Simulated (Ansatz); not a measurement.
# Is this La₃N₂ structure a true minimum?

It was reached by relaxing an invented guess, and it needn't be the stable form of this composition.

These are results of DFT PBE, scalar-relativistic, plane waves, PAW (Ansatz), not measurements. Settings: cutoff 420 eV, Γ-centred mesh 8×8×10 on the computed 5-atom cell, Gaussian smearing of 0.10 eV; no spin polarisation.

The cell below (5 atoms, space group Cmmm (No. 65)) is relaxed within its symmetry.

```
CELL_PARAMETERS angstrom
3.07695 -5.65346 0.00000
3.07695 5.65346 0.00000
0.00000 0.00000 3.73942
ATOMIC_POSITIONS crystal
La 0.35251 0.64749 0.50000
La 0.64749 0.35251 0.50000
La 0.00000 0.00000 0.00000
N 0.38838 0.38838 0.00000
N 0.61162 0.61162 0.00000
```

For the test a repeat of it with 10 atoms (edges 6.15, 6.44, 7.48 Å) was strained at random (σ = 1.5 % a component), the atoms were moved at random (σ = 0.15 Å), and all was relaxed again on a coarse 4×4×4 mesh (in the run’s order of axes) with 0.20 eV smearing, with no symmetry imposed.

An odd number of electrons in the primitive cell allows no gap without spin; a larger cell or a magnetic state could open one. The cell is a metal run without spin; a magnetic state may lie lower.

Question: What happens?

Answer: It returns, within 1 meV/atom of the unmoved cell on that mesh and with the same symmetry when read at 0.1 Å (P-1 at 0.01 Å, so small strains and shifts remain). So it is stable against the distortions that fit this cell and that this random move excites. Modes that don't fit the cell aren't tested. Another cell of La3N2 relaxed alike, in Immm, lies 0.35 eV/atom lower, so this cell isn't the stable form at this level.
